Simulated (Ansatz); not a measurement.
Te$_{2}$Pt:
```yaml
crystal:
  lattice:
    - [4.08820, 0.00000, 0.00000]
    - [-2.04410, 3.54049, 0.00000]
    - [0.00000, 0.00000, 5.39417]
  atoms:
    - { symbol: Te, position: [0.66667, 0.33333, 0.74737] }
    - { symbol: Te, position: [0.33333, 0.66667, 0.25263] }
    - { symbol: Pt, position: [0.00000, 0.00000, 0.00000] }
```

Relaxed with PBE. Special points in fractions of this cell's reciprocal vectors: Γ (0.000, 0.000, 0.000); M (0.500, 0.000, 0.000); K (0.333, 0.333, 0.000); A (0.000, 0.000, 0.500); L (0.500, 0.000, 0.500); H (0.333, 0.333, 0.500).

List the band energies nearest the Fermi level at these points for the program Ansatz at the PBE level (PAW).

In eV from the Fermi level; about four levels below and three above (degenerate sets whole), none deeper than 8.9 eV; points with the same levels are listed once.

```
k                          below                above
-  -----------------------------  -------------------
Γ  -3.60 -3.60 -2.58 -0.51 -0.51       1.07 1.07 1.24
M        -3.27 -3.27 -3.17 -2.80       0.19 2.28 3.66
K        -1.81 -1.81 -0.21 -0.21  2.69 6.51 7.65 7.65
A        -2.22 -1.53 -1.05 -1.05       2.04 2.04 4.11
L        -3.28 -3.11 -2.35 -0.82       0.57 1.24 3.88
H        -3.77 -3.36 -2.55 -2.55       2.14 2.14 5.47
```

Space group P-3m1. The cell was relaxed with PBE under the symmetry of its start. No spin polarisation was allowed. A crystal of weakly bound layers computed without a dispersion correction: the cell and the soft elastic constants depend strongly on that. Spin–orbit coupling is left out wherever it is not named.

Potentials: the later of the program's two PAW sets.
